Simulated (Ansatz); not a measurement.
## AlO2 and the effect of the choice of potentials or basis

The cell as given:

Space group Cmcm (No. 63). a = 2.976 Å, b = 10.806 Å, c = 3.647 Å, α = 90.00°, β = 90.00°, γ = 90.00°
```json
{"atom": "Al", "site": "4c", "symmetry": "m2m", "x": "0.5000", "y": "0.8319", "z": "0.7500"}
{"atom": "O", "site": "4c", "symmetry": "m2m", "x": "0.0000", "y": "0.9389", "z": "0.7500"}
{"atom": "O", "site": "4c", "symmetry": "m2m", "x": "0.0000", "y": "0.7058", "z": "0.7500"}
```

The cell comes from a database or a generator and needn't be the stable form of this composition.

Kept alike: task relaxation of cell and atoms; functional PBEsol; k mesh 9 × 9 × 7; occupations fermi-dirac, width 0.05 eV; no spin polarisation. Program: Ansatz. Cutoffs run from 420 to 1380 eV. The mesh is that of the run's cell of 6 atoms. No spin-orbit coupling.

```csv
choice of potentials or basis,volume (Å³/atom),first edge of the run's cell (Å),third edge of the run's cell (Å)
Ansatz PAW (files of its older set among them) (made for PBE),8.589,5.135,3.592
Ansatz PAW (made for PBE),8.588,5.136,3.592
JTH PAW (made for PBE),8.592,5.134,3.594
PseudoDojo standard (PBEsol files),8.563,5.128,3.590
PseudoDojo stringent (PBEsol files),8.571,5.130,3.591
```

The relaxations keep at least the cell's symmetry (Cmcm). Relaxations stop with a little pressure left, so the last digits of a volume or edge aren't settled. Ansatz's relaxations hold a Pulay term in the stress (up to 1.0 GPa here).

Question: What does the choice of potentials or basis change here?

Answer: The volume runs from 8.563 (PseudoDojo standard (PBEsol files)) to 8.592 Å³/atom (JTH PAW (made for PBE)). The first edge of the run's cell runs from 5.128 (PseudoDojo standard (PBEsol files)) to 5.136 Å (Ansatz PAW (made for PBE)). The third edge of the run's cell runs from 3.590 (PseudoDojo standard (PBEsol files)) to 3.594 Å (JTH PAW (made for PBE)).
